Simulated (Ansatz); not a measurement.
# Sr4Nb3PO14: checking a database structure before trusting its electric field gradients

The cell is a Materials Project structure (computed, not necessarily an observed phase), taken as it stands.

```
CELL_PARAMETERS angstrom
4.04962 0.00000 0.00000
0.04336 5.73701 0.00000
2.00826 0.88199 13.37119
ATOMIC_POSITIONS crystal
Sr 0.29944 0.05106 0.40335
Sr 0.70974 0.55303 0.58210
Sr 0.47998 0.47101 0.09861
Sr 0.54293 0.95509 0.92070
Nb 0.84324 0.52506 0.31688
Nb 0.16342 0.00424 0.67549
Nb 0.06632 0.44225 0.87226
P 0.01086 0.01069 0.13852
O 0.38978 0.98449 0.12496
O 0.55028 0.40463 0.89772
O 0.88353 0.75394 0.17850
O 0.08776 0.11891 0.82417
O 0.80566 0.77880 0.39345
O 0.19896 0.28686 0.60149
O 0.21793 0.81293 0.56382
O 0.78439 0.30138 0.42493
O 0.94329 0.12089 0.03438
O 0.00734 0.63818 0.98222
O 0.89294 0.19795 0.21648
O 0.11918 0.64497 0.76194
O 0.35053 0.49213 0.29358
O 0.65259 0.97176 0.69443
```

Atoms are numbered from 1 in the order listed; like atoms form one site, named after its first atom.

All values are calculated (Ansatz; DFT, PBE, plane waves and PAW, scalar-relativistic, 420 eV cutoff, Γ-centred 6×4×2 k-points, Fermi–Dirac smearing 0.02 eV), not measured.

(1) Do the atoms and the cell lie near the calculated equilibrium?

Results:

(1) Not quite. The largest force is 0.72 eV/Å, on atom 13 (O: 1 Nb at 1.84 Å; also 3 Sr at 2.56–2.76 Å), and the pressure is -2.5 GPa. Relaxing the atoms is still advisable, since electric field gradients respond to shifts of a few hundredths of an ångström.
